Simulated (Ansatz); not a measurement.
Input:

MgO:
Space group Fm-3m (No. 225); a = 4.2144 Å, b = 4.2144 Å, c = 4.2144 Å, α = 90.00°, β = 90.00°, γ = 90.00°

```
atom  site  symmetry       x       y       z
----  ----  --------  ------  ------  ------
Mg      4a      m-3m  0.0000  0.0000  0.0000
O       4b      m-3m  0.5000  0.5000  0.5000
```
(The calculation used a cell of 2 atoms; values per cell refer to that cell.)

This is the PBEsol-relaxed structure.

Problem. All from the program Ansatz at the PBEsol level (PAW), unless another level is named. Estimate the electron effective mass.

Solution. 0.34 mₑ (isotropic).

Problem. Next, the valence-band maximum?

Solution. at Γ.

The cell was relaxed with PBEsol under the symmetry of its start; phonons on a q-mesh show no instability. The volume moved by -15 % from the start of the relaxation.

Potentials: the later of the program's two PAW sets.

Edges and masses are those of Kohn–Sham bands, whose gap is no quasiparticle gap.
